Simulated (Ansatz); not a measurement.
# CsEu (P-6m2): spiral energies by the generalised Bloch theorem

The geometry is a structure from the Materials Project, held fixed and not relaxed.

The runs share LDA, 9×9×12 k mesh, Fermi–Dirac smearing of 0.05 eV. PAW means Ansatz 0.2.0 on its default frozen-core files; LAPW is all-electron LAPW in Ansatz 0.2.0. Site moments are integrated in spheres about the atoms, whose radii differ between the methods.

Input of the first run:

```yaml
crystal:
  lattice:
    - [4.4644198847, 0.0, 0.0]
    - [-2.2322099423, 3.8663010333, 0.0]
    - [0.0, 0.0, 8.008631]
  atoms:
    - { symbol: Cs, position: [0.0, 0.0, 0.5] }
    - { symbol: Eu, position: [0.6666666667, 0.3333333333, 0.0], spin: 7.2, spin_axis: [1.0, 0.0, 0.0] }
magnetization:
  noncollinear: true
  spin_spiral: { q: [0.0, 0.0, 0.0] }
kpoints:
  mp_grid: { grid: [9, 9, 12] }
scf:
  occupations: { method: fermi_dirac, width: 0.05 }
hamiltonian:
  xc: lda
  pseudopotentials: { kind: paw }
output:
  eigenvalues: false
```

Command: `ansatz run input.yaml --threads 2 --pin off --max-ram 5120MiB --backend cpu --events-out ev --progress --plain --runs-dir out`

The input for «spiral at 0.5 of the way from Γ to A» by LAPW differs from it in these lines, output keys apart:

```diff
-  spin_spiral: { q: [0.0, 0.0, 0.0] }
+  spin_spiral: { q: [0.0, 0.0, 0.25] }
-  mp_grid: { grid: [9, 9, 12] }
+  mp_grid: { grid: [9, 9, 12], shift: [0.0, 0.0, 0.5] }
-  pseudopotentials: { kind: paw }
+  pseudopotentials: { kind: all_electron, lapw: { basis_error: 0.001 } }
```

Flat spirals without spin–orbit coupling: moments start in the xy plane and turn about z by q·R from cell to cell, and their directions inside a cell are free. q runs from Γ to A = (0.000, 0.000, 0.500) in reciprocal cell vectors. Energies count from each method's run at q = 0. Each q is a vector of the k mesh, and the mesh is shifted by q/2 where needed, so that both spin components are sampled on the same points as at q = 0.

Question: Where along the line is the energy lowest?

Answer: The lowest point lies at 1.000 of the way, 3.6 meV/cell under q = 0, so the antiferromagnetic state at the zone boundary wins along this line.
| fraction of Γ–A | |q| (1/Å) | ΔF PAW (meV/cell) | ΔF LAPW (meV/cell) | largest moment, PAW (μB) |
| --- | --- | --- | --- | --- |
| 0.000 | 0.000 | 0.0 | 0.0 | 7.15 |
| 0.167 | 0.065 | 0.0 | – | 7.15 |
| 0.333 | 0.131 | -0.4 | -0.4 | 7.16 |
| 0.500 | 0.196 | -1.3 | -1.3 | 7.16 |
| 0.667 | 0.262 | -2.4 | – | 7.17 |
| 0.833 | 0.327 | -3.3 | – | 7.17 |
| 1.000 | 0.392 | -3.6 | – | 7.17 |

Question: The line ends at half a reciprocal vector. Fit ΔF(f) = A₁(1 − cos πf) + A₂(1 − cos 2πf) to the PAW points, leaving out f = 0.833. What does it give?

Answer: A₁ = -1.8 and A₂ = +0.3 meV/cell, with a worst miss of 0.1 meV. At f = 0.833 the fit gives -3.3 meV against the computed -3.3. In a Heisenberg model A₁ and A₂ sum the couplings to the first and second lattice planes normal to q.

Question: A further pair of PAW runs: spiral at 0.833 of the way from Γ to A, mesh halved and not shifted, against the same at q = 0. What is the energy difference?

Answer: +2.2 meV/cell, with a largest moment of 7.11 μB. The halved mesh isn't converged.

The PAW files were made with PBE; the program remakes their cores once for the run's functional and then keeps them frozen. Without U a semilocal functional puts the f levels too near the Fermi level, which can change moments and the order of magnetic states; site and cell moments are spin moments. Spin–orbit coupling is left out although heavy atoms are present. In at least one run the program's final test of stability wasn't made or came to no verdict. With open f shells a run can end in a state that isn't the lowest. The magnetic state is the one that this cell and start allow. It needn't be the compound's measured order, which may need a larger cell or be absent.
